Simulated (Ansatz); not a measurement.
BP:
Space group Pm-3n (No. 223); a = b = c = 5.576 Å, α = β = γ = 90.00°

```json
[
 {"atom": "B", "site": "6d", "symmetry": "-4m.2", "x": "0.0000", "y": "0.2500", "z": "0.5000"},
 {"atom": "P", "site": "6c", "symmetry": "-4m.2", "x": "0.0000", "y": "0.5000", "z": "0.2500"}
]
```

Relaxed with r²SCAN. Independent-particle spectrum: no excitons, no local fields, no scissors shift; 0.1 eV broadening; ε₁ of the summed bands alone.

Task: Tabulate the dielectric function from r²SCAN in the plane-wave PAW code Ansatz.

Result: 

```tsv
E (eV)	ε₁ xx	ε₂ xx
0.0	7.53	0.00
0.5	7.58	0.00
1.0	7.79	0.00
1.5	8.00	0.17
2.0	8.35	0.17
2.5	8.96	0.20
3.0	9.96	0.40
3.5	11.66	0.55
4.0	14.94	4.29
4.5	11.79	7.87
5.0	14.12	12.51
5.5	4.54	12.05
6.0	6.41	9.92
6.5	4.23	14.64
7.0	-1.11	15.16
7.5	-3.70	10.70
8.0	-3.45	7.85
8.5	-3.47	6.24
9.0	-2.66	5.75
9.5	-3.23	5.00
10.0	-3.75	3.90
10.5	-2.82	3.52
11.0	-3.33	2.68
11.5	-2.81	2.04
12.0	-2.53	1.67
```

Task: From ε at 3.1 eV (xx: 10.19 + 0.44i), find n, k, the normal reflectivity and the absorption coefficient.

Result: n = 3.19, k = 0.069, R = 27 %, α = 2kE/ħc = 22000 cm⁻¹.

With all bands, ε∞ without local fields is 7.56.

The start of the workflow was typed in or built on a structure type; neither database checked (COD, Materials Project) lists it. It is not the phase usual at ambient conditions (space group No. 216). Symmetry was held in the r²SCAN relaxation; its stability against distortions is not shown here.

Potentials: the earlier of the program's two PAW sets.
